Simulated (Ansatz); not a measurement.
**Question.** Monolayer SnS₂ (1T, P-3m1 in the vacuum cell, 3 atoms) is relaxed with DFT-LDA in the program Ansatz with PAW potentials. What in-plane lattice and thickness result?

**Answer.** a = 3.617 Å; 2.94 Å between the outermost nuclei.

Band gap: 1.46 eV (indirect). Valence-band maximum: on the Γ–M line, 27 % of the way from Γ. Conduction-band minimum: at M. Ionisation potential (Kohn–Sham): 6.88 eV. Electron affinity (Kohn–Sham): 5.43 eV. Electron effective mass, in the valley at M: 0.23 along x, 0.75 along y (mₑ). Hole effective mass, in the valley on the Γ–M line, 27 % of the way from Γ: 0.24 along x, 2.0 along y (mₑ).

A layer that has been made, often on a substrate. The cell was relaxed with LDA under the symmetry of its start; its stability against distortions is not shown here. Spin–orbit coupling is left out wherever it is not named.

Potentials: the later of the program's two PAW sets.
